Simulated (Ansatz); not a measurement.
**Al (P6_3/mmc), stationary points along a deformation path**

Theory: DFT PBEsol, scalar-relativistic, plane waves, PAW (Ansatz 0.2.0). Settings: plane waves to 420 eV, k-mesh 24×24×6 (Γ-centred), Gaussian smearing 0.15 eV. No spin polarisation. Energies are free energies at this smearing, counted from the undisturbed cell; pressure is positive in compression.

Reference structure (relaxed at this level; this form isn't the usual structure):

```
Al
1.0
     2.83628    0.00000    0.00000
    -1.41814    2.45629    0.00000
     0.00000    0.00000    9.32215
Al
4
Direct
  0.00000 0.00000 0.00000
  0.33333 0.66667 0.25000
  0.00000 0.00000 0.50000
  0.66667 0.33333 0.75000
```

At fixed volume and fractional coordinates, lengths along (0.000, 0.000, 1.000) are scaled against those across it; ρ is that ratio over its starting value. V = 16.236 Å³/atom. Δσ is the stress along the axis less the mean stress across it (compression positive).

```
    ρ  ΔE (meV/atom)  Δσ (GPa) space group
0.800          118.0     14.77     P6_3/mmc
0.850           64.4     10.81     P6_3/mmc
0.920           17.8      5.85     P6_3/mmc
0.960            5.3      3.21     P6_3/mmc
1.000            0.0      0.25     P6_3/mmc
1.050            6.9     -3.86     P6_3/mmc
1.100           24.3     -7.53     P6_3/mmc
1.200           94.1    -16.15     P6_3/mmc
1.300          207.9    -25.63     P6_3/mmc
```

Q: How does the stress give the slope of the energy, and where is the energy stationary?

A: Along the path d ln(length) is 2/3 d ln ρ on the axis and −1/3 d ln ρ across it, so dE/d ln ρ = −(2/3) V Δσ: the energy falls with ρ where Δσ is positive. Δσ vanishes or changes sign between ρ = 1.000 and 1.050, a minimum (near 1.00 by linear interpolation). Pairs of stationary points between two samples would go unseen, and could change a minimum read from distant neighbours into a maximum.

Q: Integrate that slope from ρ = 1 to 0.850 by the trapezoid rule.

A: With V/N in Å³ and 1 eV/Å³ = 160.2 GPa the slopes at ρ = 1.000, 0.960, 0.920, 0.850 are -17, -217, -396, -730 meV/atom per unit of ln ρ. The steps add 4.8 + 13.0 + 44.5 = 62.4 meV/atom, against 64.4 from the energies; the trapezoid rule misses the curvature of the slope within each step.

In a metal these slopes depend on the k mesh and the smearing.

Cost: 9 runs of about 3.7 core-minutes in all, on Intel Xeon Processor @ 2.50GHz (Skylake/Cascade Lake) (shared hosts).